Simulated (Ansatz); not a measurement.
Cu:
```xyz
1
Lattice="0.0000 1.7592 1.7592 1.7592 0.0000 1.7592 1.7592 1.7592 0.0000" Properties=species:S:1:pos:R:3 pbc="T T T"
Cu     0.0000     0.0000     0.0000
```

Relaxed with LDA. Special points in fractions of this cell's reciprocal vectors: Γ (0.000, 0.000, 0.000); X (0.500, 0.000, 0.500); U (0.625, 0.250, 0.625); K (0.375, 0.375, 0.750); L (0.500, 0.500, 0.500); W (0.500, 0.250, 0.750).

**Question.** List the band energies nearest the Fermi level at these points for plane-wave PAW LDA (Ansatz code).

**Answer.** In eV from the Fermi level; about four levels below and three above (degenerate sets whole), none deeper than 8.9 eV; … stands for higher levels left out; points with the same levels are listed once.

```
k                          below   above
-  -----------------------------  ------
Γ  -3.29 -3.29 -3.29 -2.32 -2.32       …
X        -4.89 -1.69 -1.51 -1.51  1.39 …
U        -4.48 -3.00 -2.17 -1.74  4.52 …
L  -3.32 -3.32 -1.67 -1.67 -1.25       …
W        -3.88 -3.88 -2.38 -1.51       …
```

Space group Fm-3m (fcc (Cu type)). The LDA relaxation kept the symmetry of its start. The run is not spin-polarised.

Potentials: the later of the program's two PAW sets.
